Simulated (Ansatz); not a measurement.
**Computed properties of Al2Au**

Al$_{2}$Au:
```
Al2Au
1.0
    0.00000     3.03047     3.03047
    3.03047     0.00000     3.03047
    3.03047     3.03047     0.00000
Al Au
2 1
Direct
  0.25000   0.25000   0.25000
  0.75000   0.75000   0.75000
  0.00000   0.00000   0.00000
```

Space group Fm-3m (No. 225), fluorite or antifluorite type; conventional cell a = 6.061 Å, b = 6.061 Å, c = 6.061 Å, α = 90.00°, β = 90.00°, γ = 90.00°.

Method: PBE in the plane-wave PAW code Ansatz. The cell and atoms are relaxed at this level. Other levels are named where they apply.

### Cell and energy

- Volume per atom = 18.55 Å³
- Density = 7.49 g/cm³
- Formation energy from the elements (no fitted shifts) = -0.43 eV/atom

### Electronic structure

- Electronic character = metallic (no gap)
- Density of states at the Fermi level = 0.31 states/eV per atom (mean over ±0.08 eV)
- Gap with spin–orbit coupling = none (metallic)

### Mechanics

Bulk modulus (Birch–Murnaghan fit): 104 GPa
Pressure derivative B′: 4.8

Symmetry was held in the PBE relaxation. The references are the lowest solids computed at this level, not always the standard phases. Scalar-relativistic: spin–orbit coupling is off unless named, which matters more the heavier the elements.

Potentials: the later of the program's two PAW sets.
